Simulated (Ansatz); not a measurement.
# Barrier of one jump, Li in Bi2Se3

Level of theory: DFT r2SCAN, scalar-relativistic, plane waves, PAW in Ansatz 0.2.0. Run with 500 eV cutoff, 2×2×2 k-mesh, Gaussian smearing of 0.02 eV, no spin polarisation.

In a supercell of 20 host sites with charge +1, interstitial Li hops to an equivalent place, moving 4.13 Å between the relaxed ends. Climbing-image nudged elastic band at fixed cell with images 0 (start) to 6 (end), the path measured over all atoms, converged to 0.05 eV/Å; the order of the saddle wasn't checked, and the small cell leaves errors of about a tenth of an eV. At the top the atom squeezes straight between two others, where symmetry can hold a band on a ridge, so a bent path, such as one by way of a neighbouring hole, may have a much lower barrier.

Spin-orbit coupling is left out, which matters for the bands and energies of heavy elements.

Start:

```
CELL_PARAMETERS angstrom
-8.32566 0.00000 0.00000
-4.16283 7.21024 0.00000
-4.16283 2.40341 -10.05635
ATOMIC_POSITIONS crystal
Bi 0.89689 0.39958 0.80653
Bi 0.89716 0.89717 0.80635
Bi 0.39293 0.39287 0.82145
Bi 0.39969 0.89681 0.80659
Bi 0.10291 0.60054 0.19355
Bi 0.10316 0.10321 0.19338
Bi 0.60723 0.60719 0.17855
Bi 0.60063 0.10285 0.19361
Se 0.50000 0.50001 0.99998
Se 0.49996 0.00000 0.00000
Se 0.00000 0.49997 0.00001
Se 0.00000 0.00000 0.00000
Se 0.71558 0.22507 0.34383
Se 0.71544 0.71543 0.34396
Se 0.21808 0.21806 0.34587
Se 0.22501 0.71563 0.34378
Se 0.28453 0.77488 0.65611
Se 0.28437 0.28435 0.65626
Se 0.78199 0.78196 0.65412
Se 0.77485 0.28456 0.65606
Li 0.49800 0.49927 0.49999
```

Atom 21 jumps to (-6.264, 1.207, -5.028) Å.

(1) Give the energy along the band and the structure at its top.

## Answers

(1)
```
image path (Å) E − E(0) (eV) Li x (Å) Li y (Å) Li z (Å) force on Li (eV/Å)
    0      0.00          0.000    -8.306     4.802    -5.028                0.01
    1      0.71          0.080    -7.971     4.207    -5.025                0.22
    2      1.42          0.323    -7.636     3.624    -5.025                0.38
    3      2.14          0.503    -7.285     3.004    -5.028                0.00
    4      2.85          0.323    -6.934     2.385    -5.032                0.38
    5      3.56          0.080    -6.598     1.802    -5.031                0.22
    6      4.27          0.000    -6.264     1.207    -5.028                0.01
```

Barrier 0.50 eV. Image 3:
```
CELL_PARAMETERS angstrom
-8.32566 0.00000 0.00000
-4.16283 7.21024 0.00000
-4.16283 2.40341 -10.05635
ATOMIC_POSITIONS crystal
Bi 0.86464 0.40711 0.82114
Bi 0.90224 0.89841 0.80095
Bi 0.39110 0.40401 0.81317
Bi 0.39109 0.89174 0.81318
Bi 0.09776 0.60159 0.19905
Bi 0.13536 0.09289 0.17886
Bi 0.60891 0.60826 0.18682
Bi 0.60890 0.09599 0.18683
Se 0.49056 0.50218 0.00507
Se 0.50944 0.99782 0.99493
Se 0.00000 0.50011 0.00000
Se 0.00000 0.99989 0.00000
Se 0.74917 0.21650 0.31784
Se 0.71572 0.71788 0.34851
Se 0.22649 0.21528 0.34548
Se 0.22649 0.71275 0.34548
Se 0.28428 0.78212 0.65149
Se 0.25083 0.28350 0.68216
Se 0.77351 0.78725 0.65452
Se 0.77351 0.28472 0.65452
Li 0.50000 0.25000 0.50000
```

Cost: 1 run of about 53 core-minutes, on Intel Xeon Processor @ 2.70GHz (shared hosts).